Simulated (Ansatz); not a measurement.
**A plane-wave run on TiMn2**

The input, for Ansatz 0.2.0 (plane waves, PAW):

```yaml
crystal:
  lattice:
    - [4.75843368, 0.0, 0.0]
    - [-2.37921684, 4.12092204, 0.0]
    - [0.0, 0.0, 7.81390096]
  atoms:
    - { symbol: Mn, position: [0.827, 0.654, 0.25] }
    - { symbol: Mn, position: [0.173, 0.827, 0.75] }
    - { symbol: Mn, position: [0.346, 0.173, 0.25] }
    - { symbol: Mn, position: [0.173, 0.346, 0.75] }
    - { symbol: Mn, position: [0.827, 0.173, 0.25] }
    - { symbol: Mn, position: [0.654, 0.827, 0.75] }
    - { symbol: Mn, position: [0.0, 0.0, 0.0] }
    - { symbol: Mn, position: [0.0, 0.0, 0.5] }
    - { symbol: Ti, position: [0.3333, 0.6667, 0.435] }
    - { symbol: Ti, position: [0.6666, 0.3333, 0.935] }
    - { symbol: Ti, position: [0.3333, 0.6667, 0.065] }
    - { symbol: Ti, position: [0.6667, 0.3334, 0.565] }
  symmetry: { tolerance: 0.0003 }
kpoints:
  mp_grid: { grid: [8, 8, 5], shift: [0, 0, 0] }
  band_path:
    path:
      - [0.0, 0.0, 0.0]
      - [0.5, -1.5e-07, 0.0]
      - [0.33333333, 0.33333319, 0.0]
      - [0.0, 0.0, 0.0]
      - [0.0, 0.0, 0.5]
      - [0.5, -1.5e-07, 0.5]
      - [0.33333333, 0.33333319, 0.5]
      - [0.0, 0.0, 0.5]
    npoints: 7
magnetization:
  spin_polarized: false
scf:
  occupations: { method: fermi_dirac, width: 0.1279 }
  lower_state_search: "off"
  max_iter: 200
hamiltonian:
  pseudopotentials: { kind: paw }
  xc: pbesol
basis:
  ecutwfc: 420
  fft_grid_basis: typed
output:
  forces: true
  stress: true
  eigenvalues: true
  bader: true
  populations: true
  elf: true
  write_potential: true
  volumetric_format: npy
  dos:
    e_range: [-12, 8]
    de: 0.05
    projected: { site_lists: { Mn: [Mn], Ti: [Ti] } }
checkpoint:
  read: saved_state
```

The run starts from an earlier solution of this cell. 

Excerpt of what it printed:

```
Warning: the atoms were moved onto the symmetric positions of the space group found under crystal.symmetry.tolerance 3.0e-4 (fractional; no operation is sought that the atoms, as they stand in a round, miss by more than twice it, and no atom is moved by as much as it), and the run uses the moved positions.
band count auto-derived: 103 (N_el = 168.0; filled up to band 84; 101 by the electrons, moments and atoms)
Pseudopotentials: kind: paw
Pseudopotential: Mn, paw, valence charge 15, recommended cutoff 420 eV (normal), Mn.paw.azcp
Pseudopotential: Ti, paw, valence charge 12, recommended cutoff 420 eV (normal), Ti.paw.azcp
Functional definition: PBEsol
  exchange = pbesol_x
  correlation = pbesol_c
Crystal: 12 atoms, lattice volume = 153.224 Å³
Basis set: ecut = 420 eV, 2973 PW (Γ), exchange–correlation on 64×64×108 points (8 copies of the dense FFT grid, shifted against one another)
Bands: 103, of which v1, the nominal top of the filled ones, is band 84 counted from 1 (83 counted from 0)
Symmetry: 24 space group operations
Space group: P63/mmc (ITA 194), of the structure as read, at distance tolerance 1.6e-3 Å
k-points: 30 of 320
Initial density: read from a saved state, or passed on in memory by an earlier SCF of this step, an earlier step, the calling program or the single point that the run made first
Functional: x = pbesol(κ = 0.804, μ = 0.1235), c = pbesol(β = 0.046)
SCF iter   1: F=—  Δρ=1.44e-3  dr2=4.18e-3
SCF iter   2: F=—  Δρ=7.24e-4  dr2=1.11e-3
SCF iter   3: F=—  Δρ=9.84e-5  dr2=1.82e-5
SCF iter   4: F=—  Δρ=5.32e-5  dr2=2.86e-6
SCF iter   5: F=—  Δρ=9.54e-6  dr2=1.62e-7
SCF iter   6: F=-40849.7075 eV  Δρ=3.65e-6  dr2=2.29e-8
Free energy (F): -40849.7075 eV
Harris-Foulkes:  -40849.7075 eV  (|F-HF|=1.93e-8)
Internal energy: -40848.8193 eV  (E = F + TS)
E sigma→0 (E₀):  -40849.2634 eV
Entropy (-TS):   -0.8881 eV (-74.012 meV/atom)
Fermi energy:    17.2647 eV
--- Per-component energies (eV) ---
  E_band       = -2055.6395
  E_kinetic    = 3551.4850
  E_local      = -17454.4908  (includes V_loc(G=0)·N_el)
  E_nonlocal   = 1931.2008
  E_hartree    = 7297.3841
  E_xc         = -1308.8225
  E_vxc        = -1672.1675  (∫ρ·V_xc dr)
  E_paw        = -14216.2355  (= ΣΔE_a)
  E_vpaw       = -3006.4267  (= ΣTr[D̂ρ^β])
  E_aug_tail   = 0.0003  (compensation charges beyond the density's cutoff)
  E_ewald      = -20651.2555
  E_core_change = 1.9147  (= ΣΔE_core)
  E_smearing   = -0.8881  (= −TS)
--- Forces (eV/Å), atoms counted from 1 ---
  atom   1  Mn     0.0000     0.1284     0.0000
  atom   2  Mn    -0.1112     0.0642     0.0000
  atom   3  Mn    -0.1112    -0.0642     0.0000
  atom   4  Mn     0.0000    -0.1284     0.0000
  atom   5  Mn     0.1112    -0.0642     0.0000
  atom   6  Mn     0.1112     0.0642     0.0000
  atom   7  Mn     0.0000     0.0000     0.0000
  atom   8  Mn     0.0000     0.0000     0.0000
  atom   9  Ti     0.0000     0.0000     0.1462
  atom  10  Ti     0.0000     0.0000     0.1462
  atom  11  Ti     0.0000     0.0000    -0.1462
  atom  12  Ti     0.0000     0.0000    -0.1462
--- Stress (GPa, compression-positive) ---
      -10.0495       0.0000       0.0000
        0.0000     -10.0495       0.0000
        0.0000       0.0000      -9.2367
  P = ⅓ Tr σ = -9.7785 GPa (-97.785 kbar)
--- Löwdin populations: 12 sites ---
  site symbol       q [e]
     0     Mn     14.9062
     1     Mn     14.9062
     2     Mn     14.9062
     3     Mn     14.9062
     4     Mn     14.9062
     5     Mn     14.9062
     6     Mn     14.8720
     7     Mn     14.8720
     8     Ti     11.7230
     9     Ti     11.7230
    10     Ti     11.7230
    11     Ti     11.7230
  spilling = 0.0115 (of n_electrons = 168.0000)
--- Bader charges: 12 sites ---
  site symbol  charge [e]  shift [e]
     0     Mn     -0.5906     0.0016
     1     Mn     -0.5906     0.0016
     2     Mn     -0.5905     0.0016
     3     Mn     -0.5906     0.0016
     4     Mn     -0.5906     0.0016
     5     Mn     -0.5906     0.0016
     6     Mn     -0.6091     0.0014
     7     Mn     -0.6090     0.0014
     8     Ti      1.1904     0.0031
     9     Ti      1.1904     0.0031
    10     Ti      1.1904     0.0031
    11     Ti      1.1904     0.0031
```

Absolute energies hang on the potentials; compare differences alone.

Origin: a database entry at a rescaled volume. Caveats: no spin polarisation, so a magnetic state may lie lower.
